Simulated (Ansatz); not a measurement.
Al3GaAs4:
```
Al3GaAs4
1.0
    4.01407     0.00000     0.00000
    0.00000     4.01407     0.00000
    0.00000     0.00000    11.33850
Ga As Al
1 4 3
Direct
  0.00000   0.00000   0.00000
  0.50000   0.00000   0.12518
  0.00000   0.50000   0.37485
  0.50000   0.00000   0.62515
  0.00000   0.50000   0.87482
  0.50000   0.50000   0.24975
  0.00000   0.00000   0.50000
  0.50000   0.50000   0.75025
```

Relaxed with r²SCAN.

**Question.** Which orbitals make up the states near the band edges in DFT-r²SCAN in the program Ansatz with PAW potentials?

**Answer.** Top 1 eV of the valence band: As 4p 79 %, Al 3p 13 %, Ga 4p 6 %. Bottom 1 eV of the conduction band: Al 3p 32 %, As 4p 15 %, As 4s 14 %, Ga 4s 12 %, Ga 4p 9 %, Al 3s 7 %, outside the projected shells 11 %. Projections are on Löwdin-orthogonalised atomic valence shells; empty p or d shells of many metals are not among them.

**Question.** Tabulate the density of states.

**Answer.** States/eV per cell of 8 atoms, in 0.25 eV bins, energy from the valence-band maximum.

| E (eV) | total | As 4p | Al 3p | Al 3s |
|---|---|---|---|---|
| -7.85 | 0.00 | 0.00 | 0.00 | 0.00 |
| -7.60 | 0.00 | 0.00 | 0.00 | 0.00 |
| -7.35 | 0.00 | 0.00 | 0.00 | 0.00 |
| -7.10 | 0.00 | 0.00 | 0.00 | 0.00 |
| -6.85 | 0.00 | 0.00 | 0.00 | 0.00 |
| -6.60 | 0.00 | 0.00 | 0.00 | 0.00 |
| -6.35 | 0.56 | 0.26 | 0.01 | 0.00 |
| -6.10 | 2.55 | 1.18 | 0.17 | 0.08 |
| -5.85 | 3.03 | 1.46 | 0.17 | 0.34 |
| -5.60 | 2.87 | 1.51 | 0.16 | 0.62 |
| -5.35 | 5.45 | 3.04 | 0.32 | 1.79 |
| -5.10 | 4.90 | 2.70 | 0.38 | 1.42 |
| -4.85 | 2.82 | 1.56 | 0.21 | 0.71 |
| -4.60 | 2.13 | 1.18 | 0.16 | 0.48 |
| -4.35 | 1.49 | 0.83 | 0.11 | 0.30 |
| -4.10 | 1.21 | 0.68 | 0.10 | 0.21 |
| -3.85 | 1.07 | 0.62 | 0.11 | 0.16 |
| -3.60 | 1.86 | 1.12 | 0.37 | 0.12 |
| -3.35 | 5.26 | 3.22 | 1.21 | 0.20 |
| -3.10 | 4.25 | 2.61 | 0.90 | 0.22 |
| -2.85 | 4.46 | 2.77 | 0.98 | 0.19 |
| -2.60 | 5.18 | 3.25 | 1.16 | 0.19 |
| -2.35 | 6.38 | 4.11 | 1.42 | 0.18 |
| -2.10 | 6.55 | 4.33 | 1.41 | 0.15 |
| -1.85 | 6.40 | 4.35 | 1.33 | 0.12 |
| -1.60 | 6.33 | 4.42 | 1.21 | 0.12 |
| -1.35 | 5.91 | 4.26 | 1.05 | 0.09 |
| -1.10 | 5.87 | 4.38 | 0.96 | 0.05 |
| -0.85 | 4.48 | 3.44 | 0.63 | 0.04 |
| -0.60 | 2.49 | 1.97 | 0.30 | 0.02 |
| -0.35 | 1.91 | 1.58 | 0.19 | 0.01 |
| -0.10 | 0.58 | 0.50 | 0.04 | 0.00 |
| 0.15 | 0.00 | 0.00 | 0.00 | 0.00 |
| 0.40 | 0.00 | 0.00 | 0.00 | 0.00 |
| 0.65 | 0.00 | 0.00 | 0.00 | 0.00 |
| 0.90 | 0.00 | 0.00 | 0.00 | 0.00 |
| 1.15 | 0.00 | 0.00 | 0.00 | 0.00 |
| 1.40 | 0.00 | 0.00 | 0.00 | 0.00 |
| 1.65 | 0.00 | 0.00 | 0.00 | 0.00 |
| 1.90 | 0.19 | 0.01 | 0.09 | 0.00 |
| 2.15 | 0.90 | 0.08 | 0.38 | 0.04 |
| 2.40 | 2.15 | 0.32 | 0.71 | 0.14 |
| 2.65 | 3.10 | 0.57 | 0.85 | 0.23 |
| 2.90 | 4.41 | 0.89 | 1.20 | 0.43 |
| 3.15 | 5.18 | 0.98 | 1.39 | 0.83 |
| 3.40 | 5.96 | 1.05 | 1.68 | 1.15 |
| 3.65 | 5.62 | 1.03 | 1.59 | 1.13 |
| 3.90 | 4.56 | 0.95 | 1.19 | 0.86 |
| 4.15 | 3.89 | 0.90 | 0.92 | 0.65 |
| 4.40 | 3.85 | 0.82 | 1.01 | 0.57 |
| 4.65 | 4.57 | 0.83 | 1.56 | 0.46 |
| 4.90 | 7.72 | 1.30 | 3.04 | 0.51 |
| 5.15 | 6.88 | 1.24 | 2.66 | 0.49 |
| 5.40 | 5.37 | 1.04 | 1.94 | 0.42 |
| 5.65 | 4.91 | 0.96 | 1.67 | 0.34 |
| 5.90 | 5.49 | 1.06 | 1.98 | 0.26 |
| 6.15 | 5.58 | 1.06 | 1.95 | 0.23 |
| 6.40 | 5.71 | 1.14 | 1.76 | 0.36 |
| 6.65 | 5.06 | 1.02 | 1.56 | 0.34 |

Space group P-4m2. The start of the workflow was typed in or built on a structure type; neither database checked (COD, Materials Project) lists it. Whether it is the stable phase at ambient conditions was not checked. Symmetry was held in the r²SCAN relaxation; whether a distortion lowers the energy is not shown. Scalar-relativistic: spin–orbit coupling is off unless named, which matters more the heavier the elements.

Potentials: the earlier of the program's two PAW sets. The files were generated under PBE; for other functionals the program regenerates the frozen cores, and for LDA and PBEsol the local potential too.
